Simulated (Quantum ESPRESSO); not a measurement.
# Strain and stress in In2GaAlP4

These are calculations, not measurements. They come from pw.x of Quantum ESPRESSO 7.5, a plane-wave density functional program, with PseudoDojo standard norm-conserving files (v0.5 for PBE, v0.4.1 for LDA and PBEsol). The cells are made up: elements, strain and atom displacements were drawn at random, and nothing was relaxed. There is no spin polarisation, spin-orbit coupling or dispersion term.

The cell has 8 sites of a zincblende or diamond lattice. Sites 1 to 4 hold In Ga In Al; sites 5 to 8 hold P P P P. Cell vectors in Å: (5.817, -0.054, 0.038); (-0.054, 5.833, -0.079); (0.038, -0.079, 5.812). Settings: PBE, cutoff 1088 eV, 4 x 4 x 4 k mesh shifted by half a step, Fermi-Dirac smearing of 0.025 eV.

Each run adds the same strain along x and y to one cell, with the atoms carried along; the vectors above are those of run 4. Stress is positive in tension and P is minus a third of its trace. E is the free energy for each atom above the lowest run shown.

| run | strain (%) | s_xx (GPa) | s_yy (GPa) | s_zz (GPa) | s_xy (GPa) | P (GPa) | E (meV/atom) |
| --- | --- | --- | --- | --- | --- | --- | --- |
| 1 | -2.43 | -3.82 | -3.66 | -2.36 | -2.83 | 3.28 | 12.91 |
| 2 | -1.84 | -2.80 | -2.64 | -1.66 | -2.71 | 2.37 | 7.15 |
| 4 | -0.01 | 0.01 | 0.17 | 0.24 | -2.36 | -0.14 | 0.00 |
| 5 | 0.47 | 0.68 | 0.84 | 0.67 | -2.27 | -0.73 | 0.64 |
| 6 | 1.81 | 2.38 | 2.54 | 1.75 | -2.04 | -2.22 | 7.37 |
| 7 | 2.39 | 3.05 | 3.21 | 2.17 | -1.95 | -2.81 | 12.43 |
| 3 | -1.24 | ? | ? | ? | ? | ? | ? |

A rerun of one of these cells at 1377 eV and k mesh 6 x 6 x 6 moved values by no more than 0.008 eV in the cell's energy, 0.02 GPa in stress and 0.002 eV/Å in force.

## Worked fit

A parabola through the six runs shown gives s_xx = 0.03 + 1.42 e - 0.066 e² GPa, with e in per cent and a scatter of 0.01 GPa. The slope is a stiffness of 142 ± 1 GPa for each unit of this strain at e = 0, the sum of the responses of s_xx to strain along x and along y. The atoms are clamped, and relaxing them would in general lower it. The error is the larger of the fit's own and the change that a cubic makes, rounded up.

## Withheld run

Question: what s_xx should run 3 give?

The fit gives -1.83 GPa. The calculation gave -1.83 GPa.

| run | strain (%) | s_xx (GPa) | s_yy (GPa) | s_zz (GPa) | s_xy (GPa) | P (GPa) | E (meV/atom) |
| --- | --- | --- | --- | --- | --- | --- | --- |
| 3 | -1.24 | -1.83 | -1.67 | -0.99 | -2.59 | 1.50 | 3.08 |